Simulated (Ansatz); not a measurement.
Sb:
```cif
data_Sb6
_chemical_formula_sum 'Sb6'
_space_group_name_H-M_alt 'R-3m :H'
_space_group_IT_number 166
_space_group_name_Hall '-R 3 2"'
_cell_length_a 4.32257
_cell_length_b 4.32257
_cell_length_c 11.04476
_cell_angle_alpha 90.000
_cell_angle_beta 90.000
_cell_angle_gamma 120.000
loop_
_atom_site_label
_atom_site_type_symbol
_atom_site_symmetry_multiplicity
_atom_site_Wyckoff_symbol
_atom_site_fract_x
_atom_site_fract_y
_atom_site_fract_z
_atom_site_occupancy
Sb1 Sb 6 c 0.00000 0.00000 0.23615 1
```
(The calculation used a cell of 2 atoms; values per cell refer to that cell.)

Relaxed at zero pressure with PBE+D3(BJ) in the plane-wave PAW code Ansatz.

Q: The volume is lowered by 6 % and shape and atoms relax at that volume. What pressure results, and how do the axes share the change?

A: 3.1 GPa; a -1.3 %, b -1.3 %, c -3.6 %; the energy rises by 17 meV/atom.

Q: Give the new structure.

A: 
Space group R-3m, hexagonal axes (No. 166); a = b = 4.268 Å, c = 10.651 Å, α = β = 90.00°, γ = 120.00°

```json
[
 {"atom": "Sb", "site": "6c", "symmetry": "3m", "x": "0.0000", "y": "0.0000", "z": "0.2393"}
]
```

The phase is kept; no other phase was compared at this pressure.

Symmetry was held in the PBE+D3(BJ) relaxation. Scalar-relativistic: spin–orbit coupling is off unless named, which matters more the heavier the elements.

Potentials: the later of the program's two PAW sets.
